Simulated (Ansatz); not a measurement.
SnO (litharge type, space group P4/nmm)

```yaml
crystal:
  lattice:
    - [3.76899, 0.00000, 0.00000]
    - [0.00000, 3.76899, 0.00000]
    - [0.00000, 0.00000, 4.56019]
  atoms:
    - { symbol: Sn, position: [0.50000, 0.00000, 0.25342] }
    - { symbol: Sn, position: [0.00000, 0.50000, 0.74658] }
    - { symbol: O, position: [0.00000, 0.00000, 0.00000] }
    - { symbol: O, position: [0.50000, 0.50000, 0.00000] }
```

In this cell atom 3 (O, nearest neighbour Sn at 2.211 Å; its periodic images, 3.8 Å or more away, move with it) is moved by s along Cartesian [110], unit vector (0.707, 0.707, 0.000); all other atoms and the cell stay fixed.

All values below come from PBEsol-D3(BJ) (plane waves to 420 eV, PAW, scalar-relativistic; Ansatz, a program for electronic structure). k mesh 10×10×8 (Γ-centred), Fermi-Dirac smearing 0.05 eV. E stands for the smeared free energy. With partly filled bands, energies and forces of such displacements shift with the k mesh and the smearing. SnO was relaxed with its symmetry unable to fall. The PAW data are Ansatz's earlier set. The zero of ΔE is the undisplaced structure. The last digit holds for this mesh only.

```tsv
s (Å)	ΔE (meV/cell)
-0.440	924.0
-0.352	withheld
-0.264	315.3
-0.176	137.5
-0.088	34.0
0.000	0.0
0.088	34.0
0.176	137.5
0.264	315.3
0.352	withheld
0.440	924.0
```

Problem. Fit an even polynomial form (powers 2, 4) to the given rows and predict ΔE at s = 0.352.

Solution. Least squares on the 9 given rows: ΔE = (4382)·s² + (2020)·s⁴, in meV/cell with s in Å; root-mean-square residual 0.10 meV/cell. At 0.352 the fit gives 574.0 meV/cell; the calculation gives 574.5 meV/cell, so the interpolation is off by -0.5 (-0.1 %). The quadratic term alone would give 542.9 meV/cell.

(A displaced cell: forces are minus the slopes of the energy, force constants its curvatures, and phonons follow from these.)
